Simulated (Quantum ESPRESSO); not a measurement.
## Sn2Ru2Ti3Al (one composition in several site orders)

Simulated, not a measurement. The program is pw.x of Quantum ESPRESSO 7.5 (plane-wave density functional theory). The cell is made up: eight metal atoms on a hexagonal close-packed lattice, with elements, volume, strain and displacements drawn at random and not relaxed, so it may be unstable or far from any real phase. PseudoDojo standard norm-conserving files set the functional (PBE unless stated); there is no spin polarisation or spin-orbit coupling, the Fermi-Dirac width of 0.25 eV means electrons at about 2900 K, and the masses in the input are unused placeholders. The tin pseudopotential is less sure than most, with forces differing by about three percent from a second method on plain tin. A spin test at this wide smearing found no moment, but such smearing suppresses magnetism that the real alloy may have.

The runs put one composition on the sites in different orders. Cell, positions, cutoff, mesh and smearing stay as in the input of run 1; sites are counted in its order. Stress in the tables is positive in tension.

Input of run 1:

```
&control calculation='scf', pseudo_dir='./dojo.nc.sr.pbe.v0_5.standard.upf', outdir='./o', disk_io='minimal', tprnfor=.true., tstress=.true. /
&system ibrav=0, nat=8, ntyp=4, nbnd=64, ecutwfc=84.00895049, nosym=.true., tot_charge=0,
 occupations='smearing', smearing='fd', degauss=0.0183746611
/
&electrons conv_thr=1.470e-08, electron_maxstep=70, mixing_beta=0.5 /
ATOMIC_SPECIES
Al 1.0 Al.upf
Ru 1.0 Ru.upf
Sn 1.0 Sn.upf
Ti 1.0 Ti.upf
CELL_PARAMETERS angstrom
0.0 0.0 -4.7524
0.0 5.222 0.0
6.0298 0.0 0.0
ATOMIC_POSITIONS angstrom
Sn 0.1101 -0.1253 0.0025
Ru 2.9636 0.0423 -0.0386
Sn 1.513 2.5502 -0.0694
Ti 4.5614 2.5684 -0.0621
Ru -0.1197 1.7142 -2.3115
Al 3.0215 1.7468 -2.3339
Ti 1.5443 4.3693 -2.3485
Ti 4.4826 4.3243 -2.3804
K_POINTS automatic
5 5 4 1 1 1
```

| run | elements on sites 1 to 8 | free energy less that of run 1 (eV) | -TS (eV) | pressure (GPa) | stress xx (GPa) | stress yy (GPa) | stress zz (GPa) | stress yz (GPa) | stress xz (GPa) | stress xy (GPa) | iterations |
| --- | --- | --- | --- | --- | --- | --- | --- | --- | --- | --- | --- |
| 1 | Sn Ru Sn Ti Ru Al Ti Ti | 0.000 | -1.781 | -9.76 | 10.91 | 8.19 | 10.18 | 0.23 | 0.18 | 1.49 | 15 |
| 2 | Sn Ru Ti Ti Al Sn Ru Ti | 0.065 | -1.950 | -10.04 | 10.77 | 13.24 | 6.11 | -0.48 | 0.13 | -0.89 | 19 |
| 3 | Al Sn Sn Ru Ti Ru Ti Ti | 0.599 | -1.918 | -8.32 | 7.86 | 6.83 | 10.28 | -0.03 | -0.66 | 0.09 | 18 |
| 4 | Ti Ru Ru Sn Ti Al Sn Ti | 0.210 | -1.936 | -10.17 | 12.40 | 9.58 | 8.52 | -0.20 | 0.35 | 0.48 | 18 |
| 5 | Ti Ru Ru Ti Al Ti Sn Sn | 0.223 | -1.816 | -9.25 | 7.97 | 6.72 | 13.06 | -0.07 | 0.25 | 0.00 | 17 |
| 6 | Ti Sn Ru Ru Ti Sn Ti Al | 0.962 | -1.929 | -8.01 | 7.82 | 10.82 | 5.38 | 0.20 | -0.09 | -1.04 | 18 |

Forces Fx Fy Fz (eV/Å):

```
site             run 1              run 2              run 3              run 4              run 5              run 6
   1   -1.58 1.19 0.23    -0.12 0.40 0.20    -1.50 0.05 0.14     0.29 0.41 0.13     0.08 0.70 0.18   -0.68 -0.32 0.07
   2   0.21 -0.26 0.03     0.65 0.08 0.28    1.71 -0.03 0.51    0.44 -0.08 0.15     0.55 0.11 0.15    0.79 -1.18 0.69
   3   0.64 -0.60 0.62     0.09 0.51 0.55    -0.27 0.25 0.76   -0.16 -0.52 0.06    -0.55 0.06 0.02    -0.65 0.30 0.12
   4  -0.07 -0.69 0.23   -0.14 -0.41 0.65     0.82 0.39 0.05    -0.45 0.19 0.98   -0.36 -0.12 0.63     0.28 0.19 0.05
   5  -0.05 0.40 -0.25    0.91 0.52 -0.57  -0.59 -0.15 -0.37    0.96 0.08 -0.51    0.92 0.28 -0.38     0.51 0.72 0.09
   6  0.48 -0.84 -0.51  -0.53 -0.45 -0.86  -0.24 -0.04 -0.51  -0.57 -0.44 -0.27  -0.66 -0.61 -0.04   -0.47 1.30 -0.72
   7   0.60 0.08 -0.32  -0.36 -0.69 -0.20   -0.38 0.05 -0.53  -0.13 -0.49 -0.39   0.19 -0.70 -0.33  -0.79 -0.66 -0.22
   8  -0.24 0.72 -0.02   -0.50 0.02 -0.05   0.45 -0.51 -0.04   -0.38 0.84 -0.16   -0.17 0.29 -0.22   1.01 -0.34 -0.08
```

The sites are displaced and not relaxed, so the energy differences mix bonding between neighbours with strain and are not ordering energies. A rerun of one cell of this series at a higher cutoff and on a denser mesh moved values by no more than 0.005 eV in energy, 0.02 GPa in stress and 0.006 eV/Å in force, and a second program with other atomic files agreed on that cell to 2 % rms in force and 0.5 GPa in pressure.